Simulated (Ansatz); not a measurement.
# Ti$_{3}$O$_{4}$: energy along a strain

Ti$_{3}$O$_{4}$, Cmmm, a = 5.848 Å, b = 8.122 Å, c = 2.999 Å. The structure is a Materials Project entry; whether it is the stable form wasn't checked. Ansatz: r2SCAN, PAW, 500 eV, Γ-centred 8×8×14 mesh on 7 atoms, Gaussian smearing 0.15 eV; no spin polarisation. Cell vectors (Å): 2.924 -4.061 0.000; 2.924 4.061 0.000; 0.000 0.000 2.999. The cell is strained by x per cent times the pattern (1 0 0 0 0 0) in the order xx yy zz yz xz xy (engineering shears), with fractional coordinates held. y is the free energy over the start, V0 = 10.175 Å³/atom. Points with a strain past 8.5 % were computed too (3) and aren't used here.

| x (%) | y (meV/atom) |
| --- | --- |
| -7.50 | ? |
| -5.00 | 30.69 |
| -2.50 | 7.00 |
| 0.00 | 0.00 |
| 2.50 | 6.87 |
| 5.00 | 25.38 |
| 7.50 | 53.57 |

Question: Fit y = c1 x + c2 x² + c3 x³ to the other rows, get the stiffness along the pattern, and predict the missing energy.

Answer: Least squares on the rows shown. y = 0.091650 x + 1.1222 x² − 0.024353 x³. The clamped-ion stiffness p·C·p = 2 × 11.22 eV × 160.2 / 10.175 Å³ = 353 GPa, which is C11 in these axes; c1 is there for the stress left in the start, which by itself gives a slope of 0.14 meV/atom per %. At x = -7.50 the fit asked for gives 72.71 meV/atom. The run gave 73.75 meV/atom, so the fit is 1.04 meV/atom too low, 1.4 % of the span of the series, against an rms of 0.09 meV/atom on the fitted rows. The row lies outside the fitted range. With a term in x⁴ added, a fit to the same known rows predicts 74.25 meV/atom, a smaller miss on the other side.

Spin polarisation was left out, and a magnetic state may lie lower.